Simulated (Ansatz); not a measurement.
HfPbO3:
```cif
data_HfO3Pb
_chemical_formula_sum 'Hf1 Pb1 O3'
_space_group_name_H-M_alt 'P 1'
_space_group_IT_number 1
_cell_length_a 4.13203
_cell_length_b 4.13203
_cell_length_c 4.13203
_cell_angle_alpha 90.000
_cell_angle_beta 90.000
_cell_angle_gamma 90.000
loop_
_space_group_symop_operation_xyz
  'x, y, z'
loop_
_atom_site_label
_atom_site_type_symbol
_atom_site_fract_x
_atom_site_fract_y
_atom_site_fract_z
_atom_site_occupancy
Hf1 Hf 0.50000 0.50000 0.50000 1
Pb1 Pb 0.00000 0.00000 0.00000 1
O1 O 0.00000 0.50000 0.50000 1
O2 O 0.50000 0.00000 0.50000 1
O3 O 0.50000 0.50000 0.00000 1
```

Relaxed with r²SCAN.

**Question.** Which orbitals make up the states near the band edges in DFT-r²SCAN in the program Ansatz with PAW potentials?

**Answer.** Top 1 eV of the valence band: O 2p 91 %. Bottom 1 eV of the conduction band: Pb 6p 74 %, O 2s 10 %, O 2p 9 %. Projections are on Löwdin-orthogonalised atomic valence shells; empty p or d shells of many metals are not among them.

**Question.** Tabulate the density of states.

**Answer.** States/eV per cell of 5 atoms, in 0.25 eV bins, energy from the valence-band maximum.

| E (eV) | total | O 2p | Hf 5d | Pb 6p |
|---|---|---|---|---|
| -7.85 | 0.00 | 0.00 | 0.00 | 0.00 |
| -7.60 | 0.00 | 0.00 | 0.00 | 0.00 |
| -7.35 | 0.35 | 0.07 | 0.06 | 0.00 |
| -7.10 | 3.66 | 0.63 | 0.40 | 0.04 |
| -6.85 | 2.78 | 0.43 | 0.20 | 0.03 |
| -6.60 | 0.84 | 0.10 | 0.04 | 0.01 |
| -6.35 | 0.33 | 0.03 | 0.01 | 0.00 |
| -6.10 | 0.04 | 0.00 | 0.00 | 0.00 |
| -5.85 | 0.00 | 0.00 | 0.00 | 0.00 |
| -5.60 | 0.00 | 0.00 | 0.00 | 0.00 |
| -5.35 | 0.00 | 0.00 | 0.00 | 0.00 |
| -5.10 | 0.00 | 0.00 | 0.00 | 0.00 |
| -4.85 | 0.00 | 0.00 | 0.00 | 0.00 |
| -4.60 | 0.07 | 0.04 | 0.02 | 0.01 |
| -4.35 | 0.95 | 0.65 | 0.15 | 0.07 |
| -4.10 | 4.20 | 2.96 | 0.70 | 0.17 |
| -3.85 | 3.29 | 2.26 | 0.68 | 0.17 |
| -3.60 | 2.89 | 1.99 | 0.53 | 0.22 |
| -3.35 | 3.43 | 2.44 | 0.52 | 0.26 |
| -3.10 | 3.68 | 2.64 | 0.52 | 0.31 |
| -2.85 | 4.47 | 3.29 | 0.49 | 0.45 |
| -2.60 | 5.58 | 4.22 | 0.54 | 0.48 |
| -2.35 | 2.86 | 2.16 | 0.33 | 0.16 |
| -2.10 | 3.48 | 2.70 | 0.36 | 0.09 |
| -1.85 | 5.16 | 4.10 | 0.49 | 0.14 |
| -1.60 | 3.26 | 2.67 | 0.26 | 0.08 |
| -1.35 | 2.95 | 2.46 | 0.18 | 0.08 |
| -1.10 | 3.83 | 3.34 | 0.14 | 0.09 |
| -0.85 | 8.80 | 7.87 | 0.21 | 0.18 |
| -0.60 | 6.86 | 6.31 | 0.10 | 0.09 |
| -0.35 | 4.35 | 4.04 | 0.02 | 0.05 |
| -0.10 | 1.91 | 1.86 | 0.00 | 0.00 |
| 0.15 | 0.00 | 0.00 | 0.00 | 0.00 |
| 0.40 | 0.00 | 0.00 | 0.00 | 0.00 |
| 0.65 | 0.00 | 0.00 | 0.00 | 0.00 |
| 0.90 | 0.00 | 0.00 | 0.00 | 0.00 |
| 1.15 | 0.00 | 0.00 | 0.00 | 0.00 |
| 1.40 | 0.00 | 0.00 | 0.00 | 0.00 |
| 1.65 | 0.00 | 0.00 | 0.00 | 0.00 |
| 1.90 | 0.00 | 0.00 | 0.00 | 0.00 |
| 2.15 | 0.00 | 0.00 | 0.00 | 0.00 |
| 2.40 | 0.00 | 0.00 | 0.00 | 0.00 |
| 2.65 | 0.00 | 0.00 | 0.00 | 0.00 |
| 2.90 | 0.00 | 0.00 | 0.00 | 0.00 |
| 3.15 | 0.09 | 0.01 | 0.00 | 0.07 |
| 3.40 | 0.26 | 0.02 | 0.01 | 0.19 |
| 3.65 | 0.46 | 0.05 | 0.02 | 0.34 |
| 3.90 | 1.40 | 0.12 | 0.08 | 1.05 |
| 4.15 | 1.81 | 0.19 | 0.10 | 1.34 |
| 4.40 | 1.35 | 0.17 | 0.10 | 0.96 |
| 4.65 | 0.99 | 0.13 | 0.12 | 0.67 |
| 4.90 | 1.94 | 0.22 | 0.62 | 1.02 |
| 5.15 | 3.94 | 0.53 | 1.11 | 2.15 |
| 5.40 | 3.63 | 0.55 | 0.91 | 2.04 |
| 5.65 | 4.48 | 0.75 | 1.34 | 2.25 |
| 5.90 | 4.27 | 0.78 | 1.18 | 2.20 |
| 6.15 | 3.00 | 0.56 | 0.62 | 1.75 |
| 6.40 | 1.31 | 0.20 | 0.79 | 0.27 |
| 6.65 | 2.12 | 0.25 | 1.07 | 0.72 |
| 6.90 | 2.89 | 0.34 | 1.51 | 0.95 |
| 7.15 | 3.10 | 0.45 | 2.07 | 0.47 |
| 7.40 | 3.06 | 0.47 | 2.09 | 0.38 |
| 7.65 | 2.91 | 0.46 | 1.93 | 0.35 |

Space group Pm-3m (cubic perovskite). The first step of the workflow began from a Materials Project structure, measured or hypothetical; the Crystallography Open Database copy checked does not list it. COD files the formula under space group No. 55. Whether it is the stable phase at ambient conditions was not checked. The r²SCAN relaxation kept the symmetry of its start; its stability against distortions is not shown here. No spin polarisation was allowed. Scalar-relativistic: spin–orbit coupling is off unless named, which matters more the heavier the elements.

Potentials: the later of the program's two PAW sets.
